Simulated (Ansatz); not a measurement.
Ge₂Sb₂Te₅:
Space group P-3m1 (No. 164); a = b = 4.2484 Å, c = 17.3475 Å, α = β = 90.00°, γ = 120.00°

```csv
atom,site,symmetry,x,y,z
Ge,2d,3m.,0.6667,0.3333,0.0987
Sb,2c,3m.,0.0000,0.0000,0.3116
Te,1a,-3m.,0.0000,0.0000,0.0000
Te,2d,3m.,0.3333,0.6667,0.1950
Te,2d,3m.,0.6667,0.3333,0.4097
```

This is the r²SCAN+D4-relaxed structure.

Q: All from r²SCAN+D4 (plane waves, PAW; program Ansatz), unless another level is named. Predict the gap with spin–orbit coupling.

A: 0.13 eV.

Q: Next, the conduction-band minimum?

A: on the K–Γ line, 85 % of the way from K (6 equivalent valleys).

Q: Next, the valence-band maximum?

A: at Γ.

The cell was relaxed with r²SCAN+D4 under the symmetry of its start. At this level the phase is dynamically unstable (imaginary phonons). Scalar-relativistic: spin–orbit coupling is off unless named, which matters more the heavier the elements.

Potentials: the earlier of the program's two PAW sets. The files were generated under PBE; for other functionals the program regenerates the frozen cores, and for LDA and PBEsol the local potential too.
